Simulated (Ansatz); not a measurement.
BaTiHO2:
```xyz
5
Lattice="4.0337 0.0000 0.0000 0.0000 4.0337 0.0000 0.0000 0.0000 3.9774" Properties=species:S:1:pos:R:3 pbc="T T T"
Ba     2.0168     2.0168     1.9887
Ti     0.0000     0.0000     0.0000
O      2.0168     0.0000     0.0000
O      0.0000     2.0168     0.0000
H      0.0000     0.0000     1.9887
```
The run is spin-polarised, in the one order tried: ferromagnetic.

This is the r²SCAN-relaxed structure.

**Question.** All from the program Ansatz at the r²SCAN level (PAW), unless another level is named. Predict the net moment.

**Answer.** 0.20 μB per atom.

**Question.** Next, the Bader charges?

**Answer.** Ba +1.50, Ti +1.89, O -1.37, H -0.66 e.

Space group P4/mmm. The start of the workflow was typed in or built on a structure type; neither database checked (COD, Materials Project) lists it. Its standing as an ambient phase is unchecked. The cell was relaxed with r²SCAN under the symmetry of its start; its stability against distortions is not shown here. The final state is ferromagnetic, the only order run, not a proven ground state. The cell computed holds one magnetic atom, so no antiferromagnetic order was within reach. Other orbital occupations within this spin state were not tried. No Hubbard U is applied. Spin–orbit coupling is left out wherever it is not named.

Potentials: the earlier of the program's two PAW sets.
